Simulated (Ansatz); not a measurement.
The start is a relaxed WS2 cell, doubled along one cell vector, shaken by Gaussian noise of σ = 0.08 Å a coordinate. The cell and all atomic positions are relaxed at zero pressure with r2SCAN (plane waves to 500 eV, PAW, scalar-relativistic; Ansatz, an electronic-structure program). First-step values are on the input's coarse k-mesh.

Ansatz input (later rounds restart from its end on a renewed k-mesh):
Ansatz 0.2 input:
```yaml
crystal:
  lattice:
    - [10.8236490384, 0, 0]
    - [0, 5.9946743414, 0]
    - [0, 0, 3.1910105879]
  atoms:
    - { symbol: W, position: [0.2387896244, 0.4990915126, 0.4763588741] }
    - { symbol: W, position: [0.7569116803, 0.509325071, 0.4607428736] }
    - { symbol: W, position: [-0.0009073816, -0.0015473626, 0.0012001709] }
    - { symbol: W, position: [0.5036227725, -0.017655941, 0.0133769595] }
    - { symbol: S, position: [0.3516243502, 0.8405175814, 0.5085710783] }
    - { symbol: S, position: [0.8521648084, 0.8634954102, 0.5003302109] }
    - { symbol: S, position: [0.1097366138, 0.6602733369, -0.0115723138] }
    - { symbol: S, position: [0.6171882483, 0.688938038, 0.0079783026] }
    - { symbol: S, position: [0.4017712023, 0.364493512, 0.0021873619] }
    - { symbol: S, position: [0.8856455503, 0.3318509895, 0.0163096208] }
    - { symbol: S, position: [0.1302627019, 0.1544022918, 0.4955690051] }
    - { symbol: S, position: [0.6390922934, 0.1540261224, 0.4933997348] }
basis: { ecutwfc: 500, ecutrho_ratio: 4, xc_grid: 4, fft_grid_basis: typed }
kpoints: { mp_grid: { grid: [3, 4, 7] } }
hamiltonian:
  xc: r2scan
  dispersion: none
  pseudopotentials: { azcp: { folder: ./paw }, kind: paw }
scf: { occupations: { method: fermi_dirac, width: 0.05 } }
relax: { f_tol: 0.01, max_steps: 100, cell: { stress_tol: 0.02 } }
output: { forces: true, stress: true }
```

**Question.** What pressure does the first self-consistent step give?

**Answer.** +2 GPa (positive: the cell is compressed).

**Question.** What is the largest force in the starting geometry, and on which atom (counted from 1)?

**Answer.** About 3.0 eV/Å, on W4 (atoms numbered as listed).

**Question.** By how much does the energy per atom fall from start to end?

**Answer.** 0.08 eV/atom.

**Question.** Is the relaxed structure metallic? Give its gap.

**Answer.** No gap (metallic).

Final structure:

Space group Pnnm (No. 58); a = 5.413 Å, b = 5.994 Å, c = 3.192 Å, α = β = γ = 90.00°

```csv
atom,site,symmetry,x,y,z
W,2c,..2/m,0.0000,0.5000,0.0000
S,4g,..m,0.7822,0.1547,0.0000
```

Final values are on a 9×8×15 k-mesh of the relaxed cell. No spin polarisation in the result.

The relaxed structure here is a generated cell of WS2: the first start was made by placing the elements on the sites of a structure type, and the end was not matched to a known phase here, so it may be hypothetical. Known forms of WS2 include space group No. 194.
